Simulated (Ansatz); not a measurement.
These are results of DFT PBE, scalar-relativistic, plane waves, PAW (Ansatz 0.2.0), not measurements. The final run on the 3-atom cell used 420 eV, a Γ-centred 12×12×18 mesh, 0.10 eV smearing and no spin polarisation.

Formation energies are uncorrected and refer to the elements' standard structures at the same level.

**Question.** Find a candidate hexagonal metal made of Si and Ti, with a formation energy near −0.22 eV/atom and about 15 Å³ per atom, in a cell of 3 atoms.

**Answer.** Ti2Si, space group P6/mmm (No. 191). Around Ti lie 5 Ti at 2.54–2.64 Å and 6 Si at 2.87 Å; around Si lie 2 Si at 2.64 Å and 12 Ti at 2.87 Å.

```cif
data_structure
_symmetry_space_group_name_H-M 'P6/mmm'
_symmetry_Int_Tables_number 191
_cell_length_a 4.4077
_cell_length_b 4.4077
_cell_length_c 2.6447
_cell_angle_alpha 90.000
_cell_angle_beta 90.000
_cell_angle_gamma 120.000
_cell_volume 44.50
loop_
_atom_site_label
_atom_site_type_symbol
_atom_site_symmetry_multiplicity
_atom_site_Wyckoff_symbol
_atom_site_fract_x
_atom_site_fract_y
_atom_site_fract_z
_atom_site_occupancy
Ti1 Ti 2 d 0.33333 0.66667 0.50000 1
Si1 Si 1 a 0.00000 0.00000 0.00000 1
```

* Volume per atom: 14.83 Å³
* Density: 4.62 g/cm³
* Energy over the elements: −0.22 eV/atom
* Gap on the 12×12×18 mesh of the 3-atom cell: 0 eV (a metal)

The cell was found from a structure generator's guess, not taken from experiment. The answer needn't be unique; the calculation gave this one.

A structure relaxed within its symmetry needn't be a true minimum.
